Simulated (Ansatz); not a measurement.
Relaxation of a relaxed SnSe cell stretched uniformly to 130 % of its volume; 8 atoms in the cell, which starts as Pnma (No. 62), oP8; a = 12.858 Å, b = 4.586 Å, c = 4.996 Å, α = β = γ = 90.00°. All values below come from PBE (plane waves to 420 eV, PAW, scalar-relativistic; Ansatz, a first-principles code). Γ-centred k-mesh 2×5×5 on the run's cell (coarser than for final values), Fermi–Dirac smearing 0.05 eV. This is the first round of the run. 

The optimiser's lines from the output (shortened; P is positive under compression):

```
relax step   1: F+E_penalty+E_count = -45975.17066688 eV  Δ(F+E_penalty+E_count) = +0.000e0 eV  max|allowed force component| = 9.330e-1 eV/Å  Δτ_max = 0.0000 Å  P = -6.823 GPa  Ω = 294.586 Å³  (9 SCF iters, dr2 threshold 1.00e-7 eV, accepted)
relax step   2: F+E_penalty+E_count = -45976.81508475 eV  Δ(F+E_penalty+E_count) = -1.644e0 eV  max|allowed force component| = 7.811e-2 eV/Å  Δτ_max = 0.1380 Å  P = -2.072 GPa  Ω = 256.141 Å³  (7 SCF iters, dr2 threshold 8.00e-7 eV, accepted)
relax step   3: F+E_penalty+E_count = -45976.97954979 eV  Δ(F+E_penalty+E_count) = -1.645e-1 eV  max|allowed force component| = 1.930e-1 eV/Å  Δτ_max = 0.0941 Å  P = +0.873 GPa  Ω = 228.132 Å³  (7 SCF iters, dr2 threshold 8.00e-7 eV, accepted)
relax step   4: F+E_penalty+E_count = -45977.00571170 eV  Δ(F+E_penalty+E_count) = -2.616e-2 eV  max|allowed force component| = 2.679e-2 eV/Å  Δτ_max = 0.0492 Å  P = -0.021 GPa  Ω = 227.424 Å³  (6 SCF iters, dr2 threshold 8.00e-7 eV, accepted)
relax step   5: F+E_penalty+E_count = -45977.00705126 eV  Δ(F+E_penalty+E_count) = -1.340e-3 eV  max|allowed force component| = 4.441e-3 eV/Å  Δτ_max = 0.0138 Å  P = -0.041 GPa  Ω = 228.059 Å³  (6 SCF iters, dr2 threshold 9.92e-8 eV, accepted)
relax step   6: F+E_penalty+E_count = -45977.00714715 eV  Δ(F+E_penalty+E_count) = -9.590e-5 eV  max|allowed force component| = 3.030e-3 eV/Å  Δτ_max = 0.0068 Å  P = -0.006 GPa  Ω = 227.632 Å³  (6 SCF iters, dr2 threshold 9.17e-9 eV, accepted)
relax step   7: F+E_penalty+E_count = -45977.00466461 eV  Δ(F+E_penalty+E_count) = +2.483e-3 eV  max|allowed force component| = 3.207e-3 eV/Å  Δτ_max = 0.0000 Å  P = -0.010 GPa  Ω = 227.632 Å³  stress off target by 1.92e-2 GPa  SCF on the basis re-selected at this cell (its energy is not comparable with the rows above)  (7 SCF iters)
```

From the first to the last row the energy changes by -0.23 eV/atom and the volume by -22.7 %. The last row is marked as not comparable with the walk above it, whose basis was carried along; it does compare with step 1, since both stand on a basis selected at the nominal cutoff for their own cell.

Later rounds, restarted from the end of this one on a renewed k-mesh, logged 8 more steps and released under 0.01 eV/atom more. The final structure after all rounds: Pnma (No. 62), oP8, AFLOW prototype AB_oP8_62_c_c (B29, as in SnS); a = 11.7830 Å, b = 4.2022 Å, c = 4.5766 Å, α = β = γ = 90.00°. Between re-selections the logged energies stand on a plane-wave basis carried along with the cell. No spin polarisation in the result.

The run could not lose the symmetry of its start.
